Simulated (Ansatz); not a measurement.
Density of states of a Si4SnO10 cell (elements on a fluorite lattice, relaxed), per eV and atom, broadened by Gaussian smearing of width 0.1 eV and averaged over bins of 0.3 eV, from 8 eV under the Fermi level at most up to where the solved bands end.

All numbers below come from DFT PBE, scalar-relativistic, plane waves, PAW (Ansatz 0.2.0).

Plane waves to 420 eV, a k mesh through Γ of 6×4×4 on the computed 15-atom cell and Gaussian smearing (0.02 eV); no spin polarisation.

```
O Si Sn
1.0
    -4.85082    0.21207    0.75819
    -3.01657    4.86404    3.05241
    -1.77325    2.61215   -5.22176
O Si Sn
10 4 1
Direct
  0.86532 0.33474 0.74339
  0.29502 0.46353 0.62430
  0.90118 0.62311 0.98066
  0.47808 0.80669 0.69289
  0.85975 0.22241 0.16526
  0.88286 0.98359 0.60034
  0.35951 0.09070 0.35559
  0.45326 0.19268 0.97750
  0.90265 0.56782 0.37392
  0.30144 0.73255 0.26078
  0.60633 0.25802 0.73811
  0.06555 0.34779 0.16367
  0.88537 0.57497 0.68150
  0.28167 0.88270 0.47768
  0.84523 0.90915 0.17804
```

| E − E_F (eV) | total | O 2p | Si 3p | Sn 5p | O 2s |
| --- | --- | --- | --- | --- | --- |
| -7.90 | 0.162 | 0.111 | 0.020 | 0.001 | 0.007 |
| -7.60 | 0.366 | 0.263 | 0.058 | 0.004 | 0.012 |
| -7.30 | 0.328 | 0.241 | 0.059 | 0.007 | 0.008 |
| -7.00 | 0.463 | 0.345 | 0.077 | 0.011 | 0.013 |
| -6.70 | 0.379 | 0.285 | 0.059 | 0.012 | 0.010 |
| -6.40 | 0.274 | 0.207 | 0.035 | 0.015 | 0.009 |
| -6.10 | 0.527 | 0.403 | 0.063 | 0.023 | 0.021 |
| -5.80 | 0.418 | 0.326 | 0.046 | 0.016 | 0.017 |
| -5.50 | 0.459 | 0.365 | 0.046 | 0.018 | 0.017 |
| -5.20 | 0.392 | 0.320 | 0.034 | 0.011 | 0.014 |
| -4.90 | 0.523 | 0.440 | 0.036 | 0.013 | 0.020 |
| -4.60 | 0.502 | 0.433 | 0.027 | 0.011 | 0.017 |
| -4.30 | 0.561 | 0.495 | 0.025 | 0.010 | 0.015 |
| -4.00 | 0.598 | 0.536 | 0.020 | 0.009 | 0.015 |
| -3.70 | 0.588 | 0.535 | 0.018 | 0.007 | 0.013 |
| -3.40 | 0.567 | 0.523 | 0.014 | 0.005 | 0.011 |
| -3.10 | 0.661 | 0.615 | 0.014 | 0.005 | 0.012 |
| -2.80 | 0.738 | 0.691 | 0.013 | 0.004 | 0.013 |
| -2.50 | 0.637 | 0.602 | 0.009 | 0.003 | 0.010 |
| -2.20 | 0.651 | 0.618 | 0.009 | 0.003 | 0.009 |
| -1.90 | 0.598 | 0.571 | 0.008 | 0.003 | 0.006 |
| -1.60 | 0.583 | 0.560 | 0.007 | 0.002 | 0.004 |
| -1.30 | 0.573 | 0.553 | 0.006 | 0.001 | 0.003 |
| -1.00 | 0.125 | 0.121 | 0.002 | 0.000 | 0.001 |
| -0.70 | 0.000 | 0.000 | 0.000 | 0.000 | 0.000 |
| -0.40 | 0.000 | 0.000 | 0.000 | 0.000 | 0.000 |
| -0.10 | 0.000 | 0.000 | 0.000 | 0.000 | 0.000 |
| 0.20 | 0.000 | 0.000 | 0.000 | 0.000 | 0.000 |
| 0.50 | 0.000 | 0.000 | 0.000 | 0.000 | 0.000 |
| 0.80 | 0.000 | 0.000 | 0.000 | 0.000 | 0.000 |
| 1.10 | 0.005 | 0.001 | 0.000 | 0.000 | 0.001 |
| 1.40 | 0.024 | 0.007 | 0.001 | 0.001 | 0.003 |
| 1.70 | 0.080 | 0.027 | 0.002 | 0.002 | 0.009 |
| 2.00 | 0.180 | 0.064 | 0.008 | 0.006 | 0.015 |
| 2.30 | 0.149 | 0.056 | 0.006 | 0.005 | 0.011 |
| 2.60 | 0.006 | 0.003 | 0.000 | 0.000 | 0.000 |
| 2.90 | 0.000 | 0.000 | 0.000 | 0.000 | 0.000 |
| 3.20 | 0.000 | 0.000 | 0.000 | 0.000 | 0.000 |
| 3.50 | 0.000 | 0.000 | 0.000 | 0.000 | 0.000 |
| 3.80 | 0.000 | 0.000 | 0.000 | 0.000 | 0.000 |
| 4.10 | 0.001 | 0.000 | 0.000 | 0.000 | 0.000 |
| 4.40 | 0.110 | 0.016 | 0.017 | 0.028 | 0.016 |
| 4.70 | 0.207 | 0.032 | 0.034 | 0.054 | 0.029 |
| 5.00 | 0.216 | 0.033 | 0.038 | 0.068 | 0.026 |
| 5.30 | 0.272 | 0.042 | 0.044 | 0.093 | 0.028 |
| 5.60 | 0.164 | 0.028 | 0.038 | 0.028 | 0.019 |

The columns after the total are the largest Löwdin projections on the valence shells of the potentials, so they needn't add up, and the weight of a shell that a potential lacks goes to other orbitals. The cell has a gap on the mesh of 2.12 eV.

Cost: 2 runs of about 5.6 core-minutes in all (earlier runs that led there not counted), on Arm Neoverse V1 (shared hosts).